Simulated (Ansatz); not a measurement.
# Li: how the axes shrink under pressure

Li, P6_3/mmc, a = 3.084 Å, c = 10.181 Å. This isn't the element's structure at ambient conditions. Ansatz: r2SCAN, PAW, 500 eV, Γ-centred 18×18×4 mesh on 4 atoms, Gaussian smearing 0.10 eV; no spin polarisation. Cell and atoms are relaxed at each pressure, and no other structure is tried, so the rows at high pressure may lie past a change of phase. y = 100 ln(c/c0) with c0 = 10.1805 Å, so nearly a change in per cent. The pressures are the targets, met within 0.07 GPa.

| P (GPa) | y | 100 ln(a/a0) |
| --- | --- | --- |
| -1.0 | ? | ? |
| 0.0 | 0.00 | 0.00 |
| 1.0 | -2.46 | -2.27 |
| 4.0 | -7.25 | -7.10 |
| 12.0 | -14.92 | -14.59 |
| 25.0 | -21.96 | -21.49 |
| 50.0 | -29.05 | -29.48 |
| 90.0 | -35.21 | -37.29 |

Problem. Fit y = c1 P + c2 P² to the other rows, give the linear compressibility along c, and predict the missing y.

Solution. Least squares on the rows shown. y = −0.99401 P + 0.0068129 P². The linear compressibility along c is −c1/100 = 9.94 per TPa, against 9.71 along a from the same fit to the last column (its missing entry is 2.94): the crystal is about as stiff along both at low pressure. The runs next to zero pressure give 25.81 and 26.26, so a parabola over the whole range misstates the start. With a term in P³ added, the coefficient of P becomes -1.479, 49 % more, which shows how far this figure hangs on the form. At P = -1.0 the fit asked for gives 1.00. The run gave 2.67, so the fit is 1.67 too low, within the rms miss on the fitted rows (2.75): the form describes this series only roughly. The parabola turns at P = 73.0, between the two outer rows, which can neither show nor exclude a turn there.

The mesh isn't the same in all rows (18×18×4, 18×18×6, 24×24×6).

Cost: 8 runs of about 11 core-minutes in all, on Arm Neoverse N1 (shared hosts).